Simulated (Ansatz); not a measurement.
Ta2GeN in space group P6_3/mmc (No. 194; Ge on 2d, Ta on 4f, N on 2a) under volume change, the program Ansatz at the PBE level (PAW), shape and atoms relaxed at each volume.

```csv
V (Å³/atom),E − E(relaxed) (meV/atom),P (GPa)
12.866,___,___
13.290,38.2,15.27
13.715,9.0,6.99
14.139,0.0,0.00
14.563,8.0,-5.88
14.987,___,___
15.411,64.0,-14.69
```

Q: Complete the blanks.

A: 
- 14.987, E − E(relaxed) (meV/atom): 30.2
- 14.987, P (GPa): -10.71
- 12.866, E − E(relaxed) (meV/atom): 91.1
- 12.866, P (GPa): 25.03

Q: What does a third-order Birch–Murnaghan fit give for V₀, B₀ and B′?

A: V₀ = 14.14 Å³/atom, B₀ = 211 GPa, B′ = 4.9.

The start of the workflow was typed in or built on a structure type; neither database checked (COD, Materials Project) lists it. Its standing as an ambient phase is unchecked. The cell was relaxed with PBE under the symmetry of its start; its stability against distortions is not shown here. No spin polarisation was allowed. Scalar-relativistic: spin–orbit coupling is off unless named, which matters more the heavier the elements.

Potentials: the earlier of the program's two PAW sets.
